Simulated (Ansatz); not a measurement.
## Sn5Rh6S2, a known structure type with other elements, at an estimated volume

```yaml
crystal:
  lattice:
    - [3.45450, 5.98336, 0.00000]
    - [-3.45450, 5.98336, 0.00000]
    - [0.00000, 0.00000, 5.88046]
  atoms:
    - { symbol: S, position: [0.00000, 0.00000, 0.50000] }
    - { symbol: Sn, position: [0.00000, 0.59820, 0.00000] }
    - { symbol: Sn, position: [0.59820, 0.40180, 0.00000] }
    - { symbol: Sn, position: [0.40180, 0.00000, 0.00000] }
    - { symbol: S, position: [0.00000, 0.00000, 0.00000] }
    - { symbol: Sn, position: [0.33330, 0.33340, 0.50000] }
    - { symbol: Sn, position: [0.66670, 0.66660, 0.50000] }
    - { symbol: Rh, position: [0.25510, 0.74490, 0.25420] }
    - { symbol: Rh, position: [0.74490, 0.00000, 0.74580] }
    - { symbol: Rh, position: [0.00000, 0.25510, 0.25420] }
    - { symbol: Rh, position: [0.25510, 0.74490, 0.74580] }
    - { symbol: Rh, position: [0.74490, 0.00000, 0.25420] }
    - { symbol: Rh, position: [0.00000, 0.25510, 0.74580] }
```

Method: r2SCAN, no spin polarisation; PAW, plane waves to 500 eV, 6×6×6 Γ-centred mesh, fermi-dirac occupations (width 0.1 eV) (Ansatz 0.2.0), atoms fixed.

Charges: Bader charges in e: Sn +0.44 to +0.56, Rh -0.29, S -0.46 to -0.35. In the mean Sn gives up most and S takes most.
Electronic structure: It is a metal, with about 9.1 states/eV a cell as the mean within 0.25 eV of the Fermi level, mostly Rh d (57 %) and Sn p (21 %).
Stress: The pressure is -0.3 GPa (compression positive), so with the atoms held at these fractions the cell is close to zero pressure; the forces are large, so a full relaxation may end otherwise.
Forces: The largest is on Rh8 (and as large on other atoms): 1.03 eV/Å, components (1.00, 0.00, 0.22). It makes 128° with the line to a nearest neighbour, S1 at 2.28 Å.

Origin: a known structure type with other elements, at an estimated volume, so it need not be a known compound. Caveats: many states at the Fermi level without spin polarisation, so a magnetic state may lie lower.
